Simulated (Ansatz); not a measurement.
AgAu in space group R-3m (No. 166; Ag on 3a, Au on 3b) at seven volumes, the program Ansatz at the r²SCAN level (PAW), shape and atoms relaxed at each. One row is withheld.

```csv
V (Å³/atom),P (GPa)
15.816,15.92
16.338,9.50
16.859,4.27
17.380,0.00
17.902,-3.47
18.423,?
18.945,-8.55
```

Question: Fit the shown pressures and predict the withheld one.

Answer: Third-order Birch–Murnaghan: P = (3/2)B₀(x^(7/2) − x^(5/2))[1 + (3/4)(B′ − 4)(x − 1)] with x = (V₀/V)^(2/3). Least squares on the six rows gives V₀ = 17.381 Å³/atom, B₀ = 128.0 GPa, B′ = 5.89. At V = 18.423, x = 0.9619 and P = -6.28 GPa. The run itself gave -6.28 GPa.

The first step of the workflow began from a Materials Project structure, measured or hypothetical; the Crystallography Open Database copy checked does not list it. With Ag and Au taken as one species the cell has the higher symmetry Fm-3m, so it may be an ordered model of a mixed-site phase. Its standing as an ambient phase is unchecked. The cell was relaxed with r²SCAN under the symmetry of its start; whether a distortion lowers the energy is not shown. The run is not spin-polarised. Scalar-relativistic: spin–orbit coupling is off unless named, which matters more the heavier the elements.

Potentials: the later of the program's two PAW sets.
